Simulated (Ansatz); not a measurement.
Data sheet: TePt (DFT)

TePt:
```cif
data_Pt2Te2
_chemical_formula_sum 'Pt2 Te2'
_space_group_name_H-M_alt 'P63/mmc'
_space_group_IT_number 194
_space_group_name_Hall '-P 6c 2c'
_cell_length_a 4.24074
_cell_length_b 4.24074
_cell_length_c 5.62408
_cell_angle_alpha 90.000
_cell_angle_beta 90.000
_cell_angle_gamma 120.000
loop_
_atom_site_label
_atom_site_type_symbol
_atom_site_symmetry_multiplicity
_atom_site_Wyckoff_symbol
_atom_site_fract_x
_atom_site_fract_y
_atom_site_fract_z
_atom_site_occupancy
Pt1 Pt 2 a 0.00000 0.00000 0.00000 1
Te1 Te 2 c 0.33333 0.66667 0.25000 1
```

Space group P6_3/mmc (No. 194), NiAs type; conventional cell a = 4.241 Å, b = 4.241 Å, c = 5.624 Å, α = 90.00°, β = 90.00°, γ = 120.00°.

Method: r²SCAN in the plane-wave PAW code Ansatz. Structure relaxed to zero pressure with the same functional. Other levels are named where they apply.

Cell and energy:

```yaml
volume_per_atom: 21.90 Å³
density: 12.23 g/cm³
Formation energy from the elements (no fitted shifts): -187 meV/atom
```

Electronic structure:

```yaml
electronic_character: metallic (no gap)
Density of states at the Fermi level: 0.56 states/eV per atom (mean over ±0.08 eV)
Gap with spin–orbit coupling: none (metallic)
```

Mechanics:

```yaml
Bulk modulus (Birch–Murnaghan fit): 128 GPa
Pressure derivative B′: 5.1
```

Charges:

```yaml
bader_charges: Pt -0.39, Te +0.39 e
```

The workflow started from an entry of the Crystallography Open Database (COD), which files this formula under 2 space groups. Whether it is the stable phase at ambient conditions was not checked. Symmetry was held in the r²SCAN relaxation; its stability against distortions is not shown here. No spin polarisation was allowed. The references are the lowest solids computed at this level, not always the standard phases. Scalar-relativistic: spin–orbit coupling is off unless named, which matters more the heavier the elements.

Potentials: the later of the program's two PAW sets.
